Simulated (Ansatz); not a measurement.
Consider the following.

GaN (wurtzite)

```
GaN
1.0
    3.18312     0.00000     0.00000
   -1.59156     2.75667     0.00000
    0.00000     0.00000     5.18363
Ga N
2 2
Direct
  0.66667   0.33333   0.00099
  0.33333   0.66667   0.50099
  0.66667   0.33333   0.62421
  0.33333   0.66667   0.12421
```

In each cell atom 2 (Ga, nearest neighbour N at 1.946 Å; its periodic images, 3.2 Å or more away, move with it) moves by s·(0.707, 0.707, 0.000) (along Cartesian [110]), the rest being held.

Calculation: r2SCAN (plane waves to 500 eV, PAW, scalar-relativistic; Ansatz, a first-principles code). k mesh 10×10×5 (Γ-centred), Fermi-Dirac smearing 0.05 eV. Energies are smeared free energies. GaN was relaxed with its symmetry unable to fall. ΔE is measured from the undisplaced structure.

The scan covers s from -0.190 to 0.190 Å in 11 points.

Question: Is this a single well or a double well?

Answer: A single well with its minimum at or next to zero displacement.

Question: Is the energy the same for displacements of ±0.190 Å, and if not, which side lies higher?

Answer: Not even: the negative side lies higher at ±0.190 Å. With its periodic images moving along, the atom's site symmetry in this cell is 3m..

Question: What force acts on the atom along the line at s = -0.190 Å?

Answer: 3.34 eV/Å.

Question: What is the force constant k = d²E/ds² of this move at s = 0?

Answer: 13.6 eV/Å².

(For displaced atoms, the force is minus the slope of the energy, and its curvature is a force constant, which sets phonon frequencies.)
